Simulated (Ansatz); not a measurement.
# Computed properties of NiS2

NiS$_{2}$:
```yaml
crystal:
  lattice:
    - [3.94043, 0.00000, 0.00000]
    - [0.00000, 5.21941, 0.00000]
    - [-2.20333, 0.00000, 4.83527]
  atoms:
    - { symbol: Ni, position: [0.00000, 0.00000, 0.50000] }
    - { symbol: Ni, position: [0.00000, 0.50000, 0.00000] }
    - { symbol: S, position: [0.15737, 0.88303, 0.17059] }
    - { symbol: S, position: [0.84263, 0.38303, 0.32941] }
    - { symbol: S, position: [0.15737, 0.61697, 0.67059] }
    - { symbol: S, position: [0.84263, 0.11697, 0.82941] }
```

Space group P2_1/c (No. 14); conventional cell a = 3.940 Å, b = 5.219 Å, c = 5.314 Å, α = γ = 90.00°, β = 114.50°.

Method: DFT-r²SCAN+D4 in the program Ansatz with PAW potentials. The cell and atoms are relaxed at this level. Other levels are named where they apply.

Cell and energy:

```
Property                                                       Value
-----------------------------------------------------  -------------
Volume per atom                                             16.57 Å³
Density                                                   4.10 g/cm³
Formation energy from the elements (no fitted shifts)  -0.37 eV/atom
```

Electronic structure:

```
Item                                                                                                                           Value
----------------------------------------  ------------------------------------------------------------------------------------------
Band gap                                                                                                          0.11 eV (indirect)
Valence-band maximum                                                                                                            at Γ
Conduction-band minimum                   off the standard path, at k = (0.180, 0.424, 0.471) in fractions of the reciprocal vectors
Smallest direct gap on the standard path                                                                                     0.62 eV
Electron effective mass                                                                        0.43, 0.73, 2.7 mₑ (principal values)
Hole effective mass                                                                             0.41, 2.7, 3.2 mₑ (principal values)
```

Charges:

```
Quantity                    Result
-------------  -------------------
Bader charges  Ni +0.58, S -0.29 e
```

The workflow started from a Materials Project entry (that database holds measured and hypothetical structures alike); the Crystallography Open Database copy checked does not list it. COD files the formula under space group No. 205. Whether it is the stable phase at ambient conditions was not checked. Symmetry was held in the r²SCAN+D4 relaxation; whether a distortion lowers the energy is not shown. No spin polarisation was allowed. The references are the lowest solids computed at this level, not always the standard phases.

Potentials: the later of the program's two PAW sets.
